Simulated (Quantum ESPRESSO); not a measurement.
## Band energies of KTaO₃

```
CELL_PARAMETERS angstrom
      3.99488     0.00000     0.00000
      0.00000     3.99488     0.00000
      0.00000     0.00000     3.99488
ATOMIC_POSITIONS crystal
  O  0.00000 0.50000 0.00000
  O  0.50000 0.00000 0.00000
  O  0.00000 0.00000 0.50000
  K  0.50000 0.50000 0.50000
  Ta 0.00000 0.00000 0.00000
```

norm-conserving PBEsol (Quantum ESPRESSO, 84 Ry, no spin-orbit coupling); path ΓXMΓRX,MR; energies in eV from the valence-band maximum.

```
k (1/Å)  point  band 16  band 17  band 18  band 19  band 20  band 21  band 22  band 23
-------  -----  -------  -------  -------  -------  -------  -------  -------  -------
0.00         Γ    -1.06    -1.06    -0.64    -0.64    -0.64     2.14     2.14     2.14
0.39              -1.80    -1.68    -1.30    -0.80    -0.80     2.22     3.63     3.63
0.79         X    -2.34    -2.15    -1.52    -0.86    -0.86     2.30     4.99     4.99
0.98              -2.39    -1.81    -1.17    -1.15    -1.10     2.76     5.00     5.11
1.57         M    -2.84    -1.68    -1.43    -1.43    -0.04     5.03     5.03     6.32
1.94              -2.52    -1.58    -1.51    -1.39    -0.38     4.31     4.41     5.35
2.50              -1.26    -1.05    -0.94    -0.82    -0.75     2.35     2.40     2.56
2.69         Γ    -1.06    -1.06    -0.64    -0.64    -0.64     2.14     2.14     2.14
3.03              -1.83    -1.60    -0.94    -0.94    -0.92     2.92     3.04     3.04
3.37              -3.01    -3.01    -0.83    -0.83    -0.56     4.40     4.54     4.54
3.88              -3.85    -3.85    -0.09    -0.09    -0.05     6.24     6.29     6.29
4.05         R    -3.90    -3.90     0.00     0.00     0.00     6.45     6.45     6.45
4.36              -3.77    -3.63    -0.34    -0.25    -0.13     5.68     5.99     6.11
4.68              -3.36    -2.65    -0.94    -0.85    -0.59     4.14     5.35     5.44
5.16         X    -2.34    -2.15    -1.52    -0.86    -0.86     2.30     4.99     4.99
5.16         M    -2.84    -1.68    -1.43    -1.43    -0.04     5.03     5.03     6.32
5.47              -3.36    -3.16    -0.77    -0.77    -0.03     5.39     5.39     6.36
5.95         R    -3.90    -3.90     0.00     0.00     0.00     6.45     6.45     6.45
```

The PBEsol gap is indirect, 2.14 eV, from R to Γ; the smallest direct gap is 2.78 eV.

Spin-orbit coupling is left out, which matters for elements this heavy: edges can move by tenths of an eV. The cell is held in this high symmetry; tilts and polar distortions were not searched.

Geometry of the Materials Project entry, not relaxed at this level.
